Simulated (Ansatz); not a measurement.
## Br (diamond type) under strong compression

```yaml
crystal:
  lattice:
    - [0.00000, 3.36395, 3.36395]
    - [3.36395, 0.00000, 3.36395]
    - [3.36395, 3.36395, 0.00000]
  atoms:
    - { symbol: Br, position: [0.87500, 0.87500, 0.87500] }
    - { symbol: Br, position: [0.12500, 0.12500, 0.12500] }
```

The cell comes from a relaxation on PAW files under the same functional, begun from a prototype that needn't be the stable phase.

Its volume is scaled at fixed shape and fractional positions.

All numbers are LDA results (scalar-relativistic) from Ansatz 0.2.0, with a Γ-centred 11×11×11 k mesh, Fermi–Dirac smearing of 0.08 eV, no spin polarisation. Methods: LAPW: all electrons, basis error target 1 meV/atom; PAW: frozen-core files, cutoff 420 eV; crystal datasets: all electrons, by PAW datasets that the program makes for each cell; norm-conserving: pseudopotentials, cutoff 599 eV.

Energies are extrapolated to zero smearing and count from the unscaled cell; pressure is positive in compression; gaps take the mesh and a band path. No temperature or zero-point motion is included.

The PAW files were made under PBE. The structure type is held throughout; the real material can change phase at far lower pressure.

```json
{"V/V0": "1.00", "V (Å³/atom)": "38.07", "P LAPW (GPa)": "0.00", "ΔE LAPW (eV/atom)": "0.000", "P PAW − LAPW (GPa)": "-0.01", "ΔE PAW − LAPW (meV/atom)": "0.0"}
{"V/V0": "0.95", "V (Å³/atom)": "36.16", "P LAPW (GPa)": "1.28", "ΔE LAPW (eV/atom)": "0.006", "P PAW − LAPW (GPa)": "-0.01", "ΔE PAW − LAPW (meV/atom)": "-0.1"}
{"V/V0": "0.85", "V (Å³/atom)": "32.36", "P LAPW (GPa)": "5.27", "ΔE LAPW (eV/atom)": "0.076", "P PAW − LAPW (GPa)": "-0.02", "ΔE PAW − LAPW (meV/atom)": "-0.4"}
{"V/V0": "0.75", "V (Å³/atom)": "28.55", "P LAPW (GPa)": "12.29", "ΔE LAPW (eV/atom)": "0.274", "P PAW − LAPW (GPa)": "-0.01", "ΔE PAW − LAPW (meV/atom)": "-0.6"}
{"V/V0": "0.65", "V (Å³/atom)": "24.74", "P LAPW (GPa)": "24.9", "ΔE LAPW (eV/atom)": "0.698", "P PAW − LAPW (GPa)": "0.01", "ΔE PAW − LAPW (meV/atom)": "-0.6"}
{"V/V0": "0.55", "V (Å³/atom)": "20.94", "P LAPW (GPa)": "48.4", "ΔE LAPW (eV/atom)": "1.538", "P PAW − LAPW (GPa)": "0.06", "ΔE PAW − LAPW (meV/atom)": "0.2"}
{"V/V0": "0.45", "V (Å³/atom)": "17.13", "P LAPW (GPa)": "94.8", "ΔE LAPW (eV/atom)": "3.167", "P PAW − LAPW (GPa)": "0.23", "ΔE PAW − LAPW (meV/atom)": "3.5"}
{"V/V0": "0.40", "V (Å³/atom)": "15.23", "P LAPW (GPa)": "?", "ΔE LAPW (eV/atom)": "4.524", "P PAW − LAPW (GPa)": "0.45", "ΔE PAW − LAPW (meV/atom)": "7.5"}
```

(1) Fill in "P LAPW (GPa)" for the row "0.40".

(2) Fit the Vinet equation to the LAPW pressures over the whole range, with residuals weighted by 1/(|P| + 0.03·Pmax).

(3) From the table, what is the rise of the enthalpy H = E + pV up to the last row, and how stiff is the crystal between the last two rows?

(4) At the smallest volume, how far do crystal datasets and norm-conserving lie from LAPW in pressure?

Answers

(1) 137.0.

(2) V0 = 38.06 Å³/atom, B0 = 22.5 GPa and B0′ = 4.61, and the fit misses no point by more than 0.61 GPa. A fit over so wide a range pins B0 less well than one near rest.

(3) ΔH = 4.524 eV + (137.0 GPa × 15.23 Å³ + 0.00 GPa × 38.07 Å³) × 0.006242 eV/(GPa·Å³) = 17.54 eV/atom, of which pV makes 74 %. The mean bulk modulus there is −ΔP/Δln V = 358 GPa.

(4) crystal datasets: 0.00 GPa; norm-conserving: -0.45 GPa, on a LAPW pressure of 137.0 GPa.
